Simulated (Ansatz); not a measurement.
Ansatz (a quantum-chemistry and plane-wave program) input:

Ansatz 0.2 input:
```yaml
crystal:
  lattice:
    - [-2.5534951951, 2.5534951951, 5.789101241]
    - [2.5534951951, -2.5534951951, 5.789101241]
    - [2.5534951951, 2.5534951951, -5.789101241]
  atoms:
    - { symbol: Bi, position: [0.75, 0.25, 0.5] }
    - { symbol: Bi, position: [0.0, 0.0, 0.0] }
    - { symbol: V, position: [0.25, 0.75, 0.5] }
    - { symbol: V, position: [0.5, 0.5, 0.0] }
    - { symbol: O, position: [0.5786967427, 0.9688270569, 0.8892151163] }
    - { symbol: O, position: [0.7188270569, 0.3296119405, 0.8901303142] }
    - { symbol: O, position: [0.0796119405, 0.6894816264, 0.1107848837] }
    - { symbol: O, position: [0.4394816264, 0.8286967427, 0.1098696858] }
    - { symbol: O, position: [0.1713032573, 0.2811729431, 0.6107848837] }
    - { symbol: O, position: [0.0311729431, 0.9203880595, 0.6098696858] }
    - { symbol: O, position: [0.6703880595, 0.5605183736, 0.3892151163] }
    - { symbol: O, position: [0.3105183736, 0.4213032573, 0.3901303142] }
kpoints:
  mp_grid: { grid: [5, 5, 5] }
hamiltonian:
  xc: hse06
  pseudopotentials: { kind: paw }
scf:
  n_extra_bands: 12
  occupations: { method: fixed }
output:
  eigenvalues: true
  eigenstates:
    e_range: [-9.0, 11.1]
    kpoints:
      - [0.015625, -0.015625, 0.34375]  # VBM
      - [0.203125, -0.203125, 0.291667]  # CBM
```

Output (shortened):

```
Pseudopotentials: kind: paw
Pseudopotential: Bi, paw, valence charge 15
Pseudopotential: V, paw, valence charge 13
Pseudopotential: O, paw, valence charge 6
Functional definition: HSE06
davidson cushion auto → on  (no smearing: the cushion is to keep the highest requested band from converging to the state above it …
Crystal: 12 atoms, lattice volume = 150.988 Å³
Basis set: ecut = 420 eV, 2963 PW (Γ)
Bands: 64, of which v1, the nominal top of the filled ones, is band 52 counted from 1 (51 counted from 0)
Symmetry: 8 space group operations
Space group: I41/a (ITA 88), of the structure as read, at distance tolerance 5.3e-5 Å
k-points: 21 of 125
PAW frozen core: Bi, regenerated for the run's functional, and the local potential with it
PAW frozen core: V, regenerated for the run's functional, and the local potential with it
PAW frozen core: O, regenerated for the run's functional, and the local potential with it
Initial wavefunctions: pseudopotential atomic-orbital guess
Eigensolver: davidson
Functional: x = pbe(κ = 0.804, μ = 0.2195149727645171), c = pbe(β = 0.06672455060314922), warm-up for x = pbe(κ = 0.804, μ = 0.2195149727645171) + 0.25 (exact …
SCF iter   1: F=—  HF=-35161.054545 eV  |F-HF|=—  |Δ(HF+E_count)|=         —  Δρ=2.49e-3  dr2=6.34e-3  ethr=1.77e-3  ⟨swp⟩=5.6  Hψ=5814  notcnv=0
preconditioner: auto → none
SCF iter   2: F=—  HF=-35161.067355 eV  |F-HF|=—  |Δ(HF+E_count)|=   1.28e-2  Δρ=4.81e-3  dr2=4.52e-2  ethr=6.09e-6  ⟨swp⟩=5.0  Hψ=5379  notcnv=0
SCF iter   3: F=—  HF=-35161.062306 eV  |F-HF|=—  |Δ(HF+E_count)|=   5.05e-3  Δρ=1.03e-3  dr2=1.08e-3  ethr=6.09e-6  ⟨swp⟩=4.0  Hψ=3787  notcnv=0
iter 4 solved again at ethr=1.17e-8 eV; its pass at ethr=1.04e-6 eV (dr2=1.22e-5 eV) is discarded
SCF iter   4: F=-35161.062809 eV  HF=-35161.062781 eV  |F-HF|=2.77e-5  |Δ(HF+E_count)|=   4.75e-4  Δρ=1.69e-4  dr2=1.17e-5  ethr=1.17e-8  ⟨swp⟩=4.0  Hψ=7182  notcnv=0
SCF 1 stopped early in 4 iterations: F = -35161.062809 eV  dr2 = 1.17e-5
Crystal: 12 atoms, lattice volume = 150.988 Å³
Initial density: handed on by an earlier stage of this run
Initial wavefunctions: those handed on with the density
Functional: x = pbe(κ = 0.804, μ = 0.2195149727645171) + 0.25 (exact − pbe) at short range (hse, ω = 0.20786987370883472 Å⁻¹), c = pbe(β = 0.06672455060314922); HSE06 as pw.x's `hse` composes it (authors' and Libxc's form: `xc: wpbeh`)
Exchange kernel: α = 0.2500, screened, ω = 0.2079 Å⁻¹, Wigner–Seitz truncation, v(0) = 1046.8927 eV·Å³, q-mesh 5×5×5, nearest image of the exchange supercell L …
Frozen-core exchange: fock
SCF iter   1: F=—  HF=-35163.583953 eV  |F-HF|=—  |Δ(HF+E_count)|=         —  Δρ=3.87e-2  dr2=3.21e0  ethr=1.13e-7  ⟨swp⟩=8.6  Hψ=8701  notcnv=0
preconditioner: auto → none
SCF iter   2: F=—  HF=-35165.061454 eV  |F-HF|=—  |Δ(HF+E_count)|=    1.48e0  Δρ=8.93e-2  dr2=1.59e1  ethr=1.13e-7  ⟨swp⟩=8.0  Hψ=8571  notcnv=0  recentre
SCF iter   3: F=—  HF=-35163.081554 eV  |F-HF|=—  |Δ(HF+E_count)|=    1.98e0  Δρ=9.51e-3  dr2=1.67e-1  ethr=1.13e-7  ⟨swp⟩=8.0  Hψ=8265  notcnv=0
SCF iter   4: F=—  HF=-35163.066897 eV  |F-HF|=—  |Δ(HF+E_count)|=   1.47e-2  Δρ=7.62e-3  dr2=1.31e-1  ethr=1.13e-7  ⟨swp⟩=7.0  Hψ=6646  notcnv=0
SCF iter   5: F=—  HF=-35163.053086 eV  |F-HF|=—  |Δ(HF+E_count)|=   1.38e-2  Δρ=3.67e-3  dr2=3.22e-2  ethr=1.13e-7  ⟨swp⟩=5.0  Hψ=5439  notcnv=0
SCF iter   6: F=—  HF=-35163.112292 eV  |F-HF|=—  |Δ(HF+E_count)|=   5.92e-2  Δρ=1.85e-3  dr2=6.19e-3  ethr=1.13e-7  ⟨swp⟩=5.7  Hψ=6019  notcnv=0
SCF iter   7: F=—  HF=-35163.111040 eV  |F-HF|=—  |Δ(HF+E_count)|=   1.25e-3  Δρ=2.74e-4  dr2=1.07e-3  ethr=1.13e-7  ⟨swp⟩=4.0  Hψ=4607  notcnv=0
SCF iter   8: F=—  HF=-35163.115087 eV  |F-HF|=—  |Δ(HF+E_count)|=   4.05e-3  Δρ=1.48e-3  dr2=4.19e-3  ethr=7.89e-8  ⟨swp⟩=4.0  Hψ=4613  notcnv=0
SCF iter  10: F=-35163.114424 eV  HF=-35163.114455 eV  |F-HF|=3.19e-5  |Δ(HF+E_count)|=   1.09e-4  Δρ=1.35e-4  dr2=5.61e-5  ethr=7.89e-8  ⟨swp⟩=4.0  Hψ=4313  notcnv=0
SCF 2 stopped early in 10 iterations: F = -35163.114424 eV  dr2 = 5.61e-5
hybrid outer 1: dexx = +7.418e-2 eV, tail = 3.94e-4 eV
Crystal: 12 atoms, lattice volume = 150.988 Å³
Exchange kernel: α = 0.2500, screened, ω = 0.2079 Å⁻¹, Wigner–Seitz truncation, v(0) = 1046.8927 eV·Å³, q-mesh 5×5×5, nearest image of the exchange supercell L …
Frozen-core exchange: fock
SCF iter   1: F=—  HF=-35163.112204 eV  |F-HF|=—  |Δ(HF+E_count)|=         —  Δρ=1.18e-4  dr2=2.42e-5  ethr=1.89e-6  ⟨swp⟩=3.0  Hψ=3093  notcnv=0
preconditioner: auto → none
SCF iter   2: F=—  HF=-35163.112235 eV  |F-HF|=—  |Δ(HF+E_count)|=   3.10e-5  Δρ=2.35e-4  dr2=1.17e-4  ethr=2.16e-8  ⟨swp⟩=4.0  Hψ=4368  notcnv=0
iter 3 solved again at ethr=1.28e-9 eV; its pass at ethr=2.16e-8 eV (dr2=1.33e-6 eV) is discarded
SCF iter   3: F=—  HF=-35163.112219 eV  |F-HF|=—  |Δ(HF+E_count)|=   1.58e-5  Δρ=3.91e-5  dr2=1.37e-6  ethr=1.28e-9  ⟨swp⟩=2.9  Hψ=6526  notcnv=0
SCF iter   4: F=—  HF=-35163.112219 eV  |F-HF|=—  |Δ(HF+E_count)|=   9.52e-8  Δρ=2.68e-5  dr2=8.62e-7  ethr=1.28e-9  ⟨swp⟩=3.4  Hψ=3883  notcnv=0  defer=1
SCF iter   5: F=-35163.112219 eV  HF=-35163.112219 eV  |F-HF|=4.75e-8  |Δ(HF+E_count)|=   1.32e-7  Δρ=6.59e-6  dr2=6.37e-8  ethr=8.07e-10  ⟨swp⟩=3.0  Hψ=3114  notcnv=0
SCF 3 converged in 5 iterations: F = -35163.112219 eV  dr2 = 6.37e-8
hybrid outer 2: dexx = +1.605e-5 eV, tail = 2.51e-7 eV, Δε = 2.48e-3 eV (about 6.70e-5 eV left of the loop's levels)
NSCF: frozen V_eff on 2 k-points
hybrid SCF converged: 2 outer / 15 inner (+4 warm-up), last move |dexx| = 1.61e-5 eV, tail = 2.51e-7 eV
Stability not checked (fock_operator)
Free energy (F): -35163.112218 eV
Frozen-core exchange: fock
Harris-Foulkes:  -35163.112218 eV  (|F-HF|=4.75e-8)
Internal energy: -35163.112218 eV  (E = F + TS)
E sigma→0 (E₀):  -35163.112218 eV
Fermi energy:    8.218272 eV
--- Per-component energies (eV) ---
  E_band       = -884.598356
  E_kinetic    = 2679.718557
  E_local      = -7885.107277  (includes V_loc(G=0)·N_el)
  E_nonlocal   = 1400.323738
  E_hartree    = 2874.774883
  E_xc         = -928.410233
  E_vxc        = -1095.105703  (∫ρ·V_xc dr)
  E_exx        = -316.218681  (= α·E_x^exact, valence–valence)
  E_paw        = -24723.840034  (= ΣΔE_a)
  E_vpaw       = -1101.571882  (= ΣTr[D̂ρ^β])
  E_aug_tail   = 0.018616  (compensation charges beyond the density's cutoff)
  E_ewald      = -8264.100066
  E_core_change = -0.271720  (= ΣΔE_core)
  E_smearing   =  0.000000  (= −TS)
  E_closure    = 0.000000  (closes the sum)
  Σ components = -35163.112218   (vs F -35163.112218, Δ=0.00e0)
  [band-id]    e_kinetic+e_local+e_nonlocal+2·e_hartree+e_vxc+2·e_exx+e_vpaw+e_augmentation_tail = -884.611547   (vs E_band -884.598356, Δ=-1.32e-2)
--- Band table (eV; the first three rows and the last of 21) ---
  k-point 0: bands = ["-61.0639", "-61.0629", "-33.3381", "-33.3381", "-33.3356", "-33.3356", "-33.3043", "-33.2910", "-15.4300", "-15.3595", "-15.3595", "-15.3530", "-15.3400", "-15.3317", "-15.3317", "-15.3049", "-15.3000", "-15.2821", "-11.9590", "-10.7696", "-10.3718", "-10.3718", "-10.3111", "-10.1586", "-10.1586", "-10.1218", "-2.1736", "-1.1673", "2.1093", "2.7593", "2.7593", "2.7597", "3.4842", "4.0302", "4.0302", "4.2846", "4.3520", "4.7218", "4.7218", "4.7881", "5.4600", "5.4889", "5.6867", "5.6867", "5.9232", "5.9232", "6.2152", "6.3212", "7.1561", "7.1561", "7.1610", "7.5371", "11.7635", "12.2583", "12.6328", "12.9156", "13.5705", "13.5705", "13.6451", "13.6599", "13.7435", "13.7435", "14.9330", "14.9330"]
  k-point 1: bands = ["-61.0638", "-61.0630", "-33.3381", "-33.3380", "-33.3361", "-33.3360", "-33.3028", "-33.2920", "-15.4320", "-15.3785", "-15.3629", "-15.3553", "-15.3378", "-15.3227", "-15.3213", "-15.3024", "-15.2991", "-15.2803", "-11.7326", "-10.7123", "-10.4616", "-10.4576", "-10.3636", "-10.3078", "-10.1990", "-10.0653", "-2.0661", "-1.2535", "2.3057", "2.3713", "2.9159", "3.1550", "3.4269", "3.9991", "4.1965", "4.3269", "4.4823", "4.5881", "4.6944", "4.7225", "4.8247", "5.3456", "5.5417", "5.6095", "5.8768", "6.2782", "6.5394", "6.6350", "6.8214", "7.0233", "7.2614", "7.9126", "11.8637", "12.1908", "12.2204", "12.5114", "13.2237", "13.3548", "13.5966", "13.8260", "14.0788", "14.2353", "14.4663", "15.2425"]
  k-point 2: bands = ["-61.0635", "-61.0632", "-33.3379", "-33.3374", "-33.3371", "-33.3366", "-33.2991", "-33.2949", "-15.4349", "-15.4155", "-15.3573", "-15.3490", "-15.3425", "-15.3285", "-15.3002", "-15.2991", "-15.2942", "-15.2812", "-11.1605", "-10.6584", "-10.6130", "-10.5690", "-10.5044", "-10.4456", "-10.2951", "-10.1574", "-1.7629", "-1.4573", "2.4104", "2.6280", "2.7294", "2.7564", "3.6569", "3.9130", "4.2834", "4.4730", "4.5696", "4.5797", "4.6355", "4.7375", "4.8959", "5.2330", "5.2454", "5.6957", "5.6963", "6.2797", "6.5565", "6.5952", "6.8024", "7.0793", "7.4504", "8.2072", "11.9528", "12.2419", "12.2808", "12.5660", "13.0184", "13.1842", "13.2673", "13.5148", "13.9003", "14.0791", "15.2044", "15.7328"]
  k-point 20: bands = ["-61.0634", "-61.0633", "-33.3402", "-33.3401", "-33.3340", "-33.3335", "-33.2982", "-33.2969", "-15.4204", "-15.4077", "-15.4018", "-15.3965", "-15.3137", "-15.3114", "-15.2853", "-15.2843", "-15.2839", "-15.2775", "-11.3882", "-11.3788", "-10.6869", "-10.4739", "-10.1936", "-10.1294", "-10.0344", "-10.0300", "-1.6696", "-1.6040", "2.6791", "3.0469", "3.0808", "3.2277", "3.6536", "3.7503", "3.7909", "3.9035", "4.1999", "4.2760", "4.5894", "4.8098", "5.0046", "5.0655", "5.1190", "5.2462", "6.0849", "6.4517", "6.7463", "6.8273", "7.0189", "7.0701", "7.1815", "7.3684", "12.1669", "12.1892", "12.5005", "12.5025", "13.1214", "13.2145", "13.8707", "14.0378", "14.2804", "14.4538", "14.6990", "15.0149"]
  band table: 64 of 64 bands, residual norms ≤ 1.0e-3 eV
```

Cost: around 19 core-minutes (rough) on shared cores.

The points marked VBM and CBM come from a semilocal run.

Space group I4_1/a. The PBEsol relaxation kept the symmetry of its start. The run is not spin-polarised. No Hubbard U is applied. Spin–orbit coupling is left out wherever it is not named.

Potentials: the later of the program's two PAW sets.

Ansatz is a plane-wave DFT program.
